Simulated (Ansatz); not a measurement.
Ti2SiB2:
```
CELL_PARAMETERS angstrom
      1.51158    -5.20488     0.00000
      1.51158     5.20488     0.00000
      0.00000     0.00000     3.36024
ATOMIC_POSITIONS crystal
  Si 0.00000 0.00000 0.00000
  Ti 0.36437 0.63563 0.50000
  Ti 0.63563 0.36437 0.50000
  B  0.20752 0.79248 0.00000
  B  0.79248 0.20752 0.00000
```

Relaxed with PBEsol.

Q: Which orbitals make up the states near the Fermi level in DFT-PBEsol in the program Ansatz with PAW potentials?

A: Within 0.5 eV of the Fermi level: Ti 3d 78 %, Si 3p 7 %, B 2p 7 %. Projections are on Löwdin-orthogonalised atomic valence shells; empty p or d shells of many metals are not among them.

Q: Tabulate the density of states.

A: States/eV per cell of 5 atoms, in 0.25 eV bins, energy from the Fermi level.

```
E (eV)  total  Ti 3d  B 2p  Si 3p
------  -----  -----  ----  -----
-7.85    0.68   0.13  0.26   0.05
-7.60    0.54   0.09  0.23   0.05
-7.35    0.59   0.09  0.26   0.07
-7.10    0.88   0.13  0.37   0.13
-6.85    1.12   0.16  0.47   0.19
-6.60    1.12   0.15  0.49   0.19
-6.35    0.92   0.13  0.39   0.18
-6.10    0.94   0.14  0.42   0.18
-5.85    1.16   0.18  0.49   0.26
-5.60    1.43   0.23  0.59   0.36
-5.35    1.50   0.26  0.65   0.36
-5.10    1.90   0.33  0.86   0.46
-4.85    1.95   0.39  0.84   0.49
-4.60    2.12   0.47  0.85   0.57
-4.35    2.26   0.55  0.81   0.69
-4.10    2.42   0.61  0.90   0.72
-3.85    2.55   0.69  0.99   0.70
-3.60    2.90   0.88  1.22   0.62
-3.35    3.09   1.05  1.31   0.57
-3.10    2.67   1.01  1.02   0.50
-2.85    2.50   1.06  0.87   0.42
-2.60    3.05   1.54  0.94   0.36
-2.35    2.80   1.58  0.74   0.31
-2.10    2.14   1.26  0.48   0.29
-1.85    1.40   0.86  0.27   0.19
-1.60    1.02   0.66  0.18   0.13
-1.35    1.76   1.26  0.20   0.19
-1.10    2.00   1.49  0.20   0.19
-0.85    1.26   0.95  0.11   0.12
-0.60    1.17   0.89  0.10   0.10
-0.35    1.46   1.13  0.11   0.12
-0.10    3.18   2.49  0.22   0.24
0.15     3.57   2.68  0.26   0.23
0.40     2.64   2.12  0.17   0.16
0.65     3.07   2.55  0.16   0.12
0.90     3.30   2.64  0.20   0.12
1.15     2.80   2.25  0.18   0.09
1.40     2.17   1.70  0.14   0.09
1.65     3.10   2.45  0.21   0.13
1.90     3.04   2.34  0.25   0.15
2.15     2.87   2.23  0.24   0.13
2.40     3.98   3.16  0.31   0.17
2.65     4.51   3.50  0.42   0.20
2.90     4.46   3.48  0.41   0.22
3.15     5.46   4.27  0.52   0.24
3.40     3.46   2.51  0.44   0.18
3.65     3.81   2.38  0.70   0.22
3.90     2.37   1.36  0.42   0.17
4.15     2.18   1.11  0.34   0.17
4.40     2.44   1.15  0.42   0.17
4.65     2.64   1.16  0.50   0.25
```

Space group Cmmm. The start of the workflow was typed in or built on a structure type; neither database checked (COD, Materials Project) lists it. Whether it is the stable phase at ambient conditions was not checked. The PBEsol relaxation kept the symmetry of its start; its stability against distortions is not shown here. No spin polarisation was allowed.

Potentials: the earlier of the program's two PAW sets. The files were generated under PBE; for other functionals the program regenerates the frozen cores, and for LDA and PBEsol the local potential too.
